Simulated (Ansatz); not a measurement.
One crystal and one scan (energy against volume) at two levels, r2SCAN (plane waves to 500 eV, PAW, scalar-relativistic; Ansatz, a first-principles code) and PBE (plane waves to 420 eV, PAW, scalar-relativistic; Ansatz), each from its own relaxed cell and on its own mesh. The cell shown is that of r2SCAN.

GaN (zinc blende)

```yaml
crystal:
  lattice:
    - [0.00000, 2.24896, 2.24896]
    - [2.24896, 0.00000, 2.24896]
    - [2.24896, 2.24896, 0.00000]
  atoms:
    - { symbol: N, position: [0.75000, 0.75000, 0.75000] }
    - { symbol: Ga, position: [0.00000, 0.00000, 0.00000] }
```

E(V) scan at fixed shape, V₀ the volume above. Symmetry pins the atoms to their sites.

The energy includes the smearing's −TS. GaN was relaxed with its symmetry unable to fall. Percentages come from the unrounded values.

Results of r2SCAN:

```
Item                                                     Value
-------------------------------------------------------  -----
Lattice constant a (Å)                                   4.498
Bulk modulus B₀ (third-order Birch-Murnaghan fit) (GPa)  196.3
```

Problem. Estimate the PBE values.

Solution. 
| quantity | PBE | r2SCAN − PBE |
|---|---|---|
| Lattice constant a (Å) | 4.549 | -0.051 (-1.1 %) |
| Bulk modulus B₀ (third-order Birch-Murnaghan fit) (GPa) | 171.8 | +24.5 (+14 %) |

r2SCAN gives the higher value for: bulk modulus B₀. r2SCAN gives the lower value for: lattice constant a. For the lattice constant a the reference is 4.5 Å (measured, room temperature or unstated; as given in I. Vurgaftman, J. R. Meyer, L. R. Ram-Mohan, Journal of Applied Physics (2001), doi:10.1063/1.1368156): it holds thermal shifts, so no verdict is drawn. 

(Under strain, the slope of the energy per volume gives the stress and its curvature an elastic modulus.)
